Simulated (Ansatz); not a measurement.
Method: Ansatz, DFT PBE, scalar-relativistic, plane waves, PAW. All cells share a 420 eV cutoff and Γ-centred k meshes spaced at most about 0.3 Å⁻¹ (about 0.25 or finer for metals, 2π included). No spin polarisation in the final relaxations.

Temperature and zero-point effects are left out. All come from trial cells, and lower structures may exist.

Question: These unrelaxed guesses for CdSeS₄ are each relaxed within their symmetry. Order them by the energy at which they end, lowest first.
A.

```
Cd Se S
1.0
     0.00000    4.18330    4.18330
     4.18330    0.00000    4.18330
     4.18330    4.18330    0.00000
Cd Se S
1 1 4
Direct
  0.75000 0.75000 0.75000
  0.00000 0.00000 0.00000
  0.87506 0.37498 0.37498
  0.37498 0.37498 0.37498
  0.37498 0.87506 0.37498
  0.37498 0.37498 0.87506
```

B.

```
Cd Se S
1.0
     4.97393    0.00000    0.00000
     0.00000    4.97393    0.00000
     0.00000    0.00000    7.09805
Cd Se S
1 1 4
Direct
  0.50000 0.50000 0.50000
  0.00000 0.00000 0.00000
  0.50000 0.00000 0.76288
  0.00000 0.50000 0.23712
  0.50000 0.00000 0.23712
  0.00000 0.50000 0.76288
```

C.

```
Cd Se S
1.0
     4.18917    0.00000    0.00000
     0.00000    4.18917    0.00000
     0.00000    0.00000    7.03837
Cd Se S
1 1 4
Direct
  0.00000 0.00000 0.00000
  0.50000 0.50000 0.50000
  0.00000 0.00000 0.60174
  0.50000 0.50000 0.10178
  0.50000 0.50000 0.89823
  0.00000 0.00000 0.39826
```

D.

```
Cd Se S
1.0
     5.95609    0.00000    0.00000
    -2.97804    5.15812    0.00000
     0.00000    0.00000    4.69195
Cd Se S
1 1 4
Direct
  0.33333 0.66667 0.00000
  0.00000 0.00000 0.00000
  0.66667 0.33333 0.00000
  0.00453 0.50227 0.50000
  0.49773 0.50227 0.50000
  0.49773 0.99547 0.50000
```

Answer: B (ends in P4/mmm, 0 meV/atom), C (ends in P4/mmm, 76 meV/atom), D (ends in P-6m2, 142 meV/atom), A (ends in F-43m, 0.55 eV/atom). Even the lowest end lies +0.32 eV/atom against the elements.

Weakly bound directions are ill-defined at this level, which has no dispersion term (P4/mmm at 23.4 Å³/atom, P-6m2), and this can change margins and order among such cells. A magnetic state wasn't ruled out in cells without spin, among them P4/mmm at 23.4 Å³/atom, F-43m. Cells relaxed within their symmetry can be saddle points. Some types were kept out of the candidates beforehand, so the set may lack a known form.
